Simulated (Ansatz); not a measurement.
Data:

C:
```cif
data_C2
_chemical_formula_sum 'C2'
_space_group_name_H-M_alt 'P 1'
_space_group_IT_number 1
_cell_length_a 2.51510
_cell_length_b 2.51510
_cell_length_c 2.51510
_cell_angle_alpha 60.000
_cell_angle_beta 60.000
_cell_angle_gamma 60.000
loop_
_space_group_symop_operation_xyz
  'x, y, z'
loop_
_atom_site_label
_atom_site_type_symbol
_atom_site_fract_x
_atom_site_fract_y
_atom_site_fract_z
_atom_site_occupancy
C1 C 0.50000 0.50000 0.50000 1
C2 C 0.75000 0.75000 0.75000 1
```

This is the PBE+D3(BJ)-relaxed structure.

Task: All from plane-wave PAW PBE+D3(BJ) (Ansatz code), unless another level is named. Predict the band gap.

Result: 4.15 eV (indirect).

Task: Give the smallest direct gap on the standard path.

Result: 5.62 eV.

Task: And the conduction-band minimum?

Result: on the Γ–X line, 73 % of the way from Γ (6 equivalent valleys).

Task: Predict the valence-band maximum.

Result: at Γ.

Space group Fd-3m (diamond). The PBE+D3(BJ) relaxation kept the symmetry of its start.

Potentials: the later of the program's two PAW sets.
